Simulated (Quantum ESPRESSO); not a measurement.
Simulation results for MgGa$_{3}$P$_{3}$S (made-up cell)

Calculation on a made-up crystal cell, not a measurement: periodic Kohn-Sham density functional theory in plane waves with PseudoDojo standard norm-conserving scalar-relativistic pseudopotentials, each functional with its own files (v0.5 for PBE, v0.4.1 for LDA and PBEsol), no spin polarisation, no spin-orbit coupling, atoms not relaxed, stress positive in tension, energies less a fixed whole-eV offset for each atom's element; levels are Kohn-Sham levels at fractions of this cell's reciprocal vectors, counted from the reference band (half the neutral cell's valence electrons, rounded up) at Gamma; error bars cover cutoff and k-mesh only, not smearing or the files; added strain carries the atoms with the cell, and shear is the tensor component; each bar is the largest change over components, and at least 0.002 eV, 0.002 eV per angstrom or 0.02 GPa; energies are for the whole cell, and the offsets were chosen from early runs and are not element reference energies. Program: Quantum ESPRESSO 7.5.

Settings shared by all entries: lattice type zincblende/diamond; functional pbe; cutoff 1143 eV; fermi dirac smearing 0.025 eV; scf tolerance 1e-07 eV; electrons removed 0; k mesh 4 x 4 x 4, shifted by half a step.

(1) 
```xyz
8
Lattice="5.6747 -0.0009 -0.0604 -0.0009 5.5603 -0.0478 -0.0604 -0.0478 5.5669" Properties=species:S:1:pos:R:3 formula=MgGa3P3S free_energy_less_offsets=-1.575 smearing_term_minus_ts=0 scf_iterations=10 pressure=-0.2605 stress_xx=0.9168 stress_yy=0.1739 stress_zz=-0.3092 stress_yz=-0.6952 stress_xz=-0.734 stress_xy=0.2536 reference_band=35 error_bar_energy=0.006489 error_bar_stress=0.02 error_bar_force=0.00517 error_bar_next_band_up=0.002 error_bars_from=tighter_rerun_of_a_related_cell
Ga     0.0280     0.0720     0.0393
Ga    -0.1265     2.7456     2.7978
Ga     2.8246    -0.1378     2.7591
Mg     2.8242     2.6810    -0.0749
P      1.3693     1.4004     1.4577
P      1.3202     4.1355     4.1377
S      4.2922     1.3633     4.1640
P      4.1860     4.1657     1.3808
```

Units: free_energy_less_offsets, smearing_term_minus_ts, error_bar_energy, error_bar_next_band_up in eV; pressure, stress_xx, stress_yy, stress_zz, stress_yz, stress_xz, stress_xy, error_bar_stress in GPa; error_bar_force in eV/Å.

Atoms:
| atoms element | atom site | atom energy offset (eV) |
| --- | --- | --- |
| Ga | 1 | -2080 |
| Ga | 2 | -2080 |
| Ga | 3 | -2080 |
| Mg | 4 | -1617 |
| P | 5 | -189 |
| P | 6 | -189 |
| S | 7 | -302 |
| P | 8 | -189 |

Forces:
| site | x (eV/Å) | y (eV/Å) | z (eV/Å) |
| --- | --- | --- | --- |
| 1 | 0.4857 | -1.118 | 0.6599 |
| 2 | 0.9592 | 0.7119 | -0.5488 |
| 3 | -1.225 | 0.2905 | 0.07069 |
| 4 | -0.4101 | 0.504 | 0.3341 |
| 5 | -0.05691 | -0.2583 | 0.4164 |
| 6 | -0.1701 | 0.3421 | 0.08855 |
| 7 | -0.3545 | -0.5186 | -0.4131 |
| 8 | 0.7718 | 0.04648 | -0.6076 |

Levels:
| level k point | next band up (eV) |
| --- | --- |
| Gamma | 0.7426 |
| (1/2,1/2,1/2) | 0.7355 |
| (0.15,0,0) | 1.217 |
| (0,0.15,0) | 1.248 |
| (0,0,0.15) | 1.261 |

(2) 
```xyz
8
Lattice="5.6747 -0.0009 -0.0604 -0.0009 5.5603 -0.0478 -0.0604 -0.0478 5.5669" Properties=species:S:1:pos:R:3 formula=MgGa3P3S free_energy_less_offsets=-1.579 smearing_term_minus_ts=0 scf_iterations=10 pressure=-0.293 stress_xx=0.956 stress_yy=0.2002 stress_zz=-0.2773 stress_yz=-0.6565 stress_xz=-0.8102 stress_xy=0.2455 reference_band=35 error_bar_energy=0.006489 error_bar_stress=0.02 error_bar_force=0.00517 error_bar_next_band_up=0.002 error_bars_from=tighter_rerun_of_this_cell
Ga     0.0280     0.0720     0.0393
Ga    -0.1265     2.7456     2.7978
Ga     2.8246    -0.1216     2.7591
Mg     2.8242     2.6810    -0.0749
P      1.3693     1.4004     1.4577
P      1.3202     4.1355     4.1377
S      4.2922     1.3633     4.1640
P      4.1860     4.1657     1.3808
```

Units: free_energy_less_offsets, smearing_term_minus_ts, error_bar_energy, error_bar_next_band_up in eV; pressure, stress_xx, stress_yy, stress_zz, stress_yz, stress_xz, stress_xy, error_bar_stress in GPa; error_bar_force in eV/Å.

Atoms:
| atoms element | atom site | atom energy offset (eV) |
| --- | --- | --- |
| Ga | 1 | -2080 |
| Ga | 2 | -2080 |
| Ga | 3 | -2080 |
| Mg | 4 | -1617 |
| P | 5 | -189 |
| P | 6 | -189 |
| S | 7 | -302 |
| P | 8 | -189 |

Forces:
| site | x (eV/Å) | y (eV/Å) | z (eV/Å) |
| --- | --- | --- | --- |
| 1 | 0.485 | -1.157 | 0.6606 |
| 2 | 0.9611 | 0.7386 | -0.549 |
| 3 | -1.187 | 0.1592 | 0.05319 |
| 4 | -0.4106 | 0.5203 | 0.3359 |
| 5 | -0.07239 | -0.222 | 0.4024 |
| 6 | -0.1535 | 0.3702 | 0.0721 |
| 7 | -0.3486 | -0.5022 | -0.4059 |
| 8 | 0.7255 | 0.09323 | -0.5693 |

Levels:
| level k point | next band up (eV) |
| --- | --- |
| Gamma | 0.7349 |
| (1/2,1/2,1/2) | 0.7278 |
| (0.15,0,0) | 1.213 |
| (0,0.15,0) | 1.241 |
| (0,0,0.15) | 1.255 |
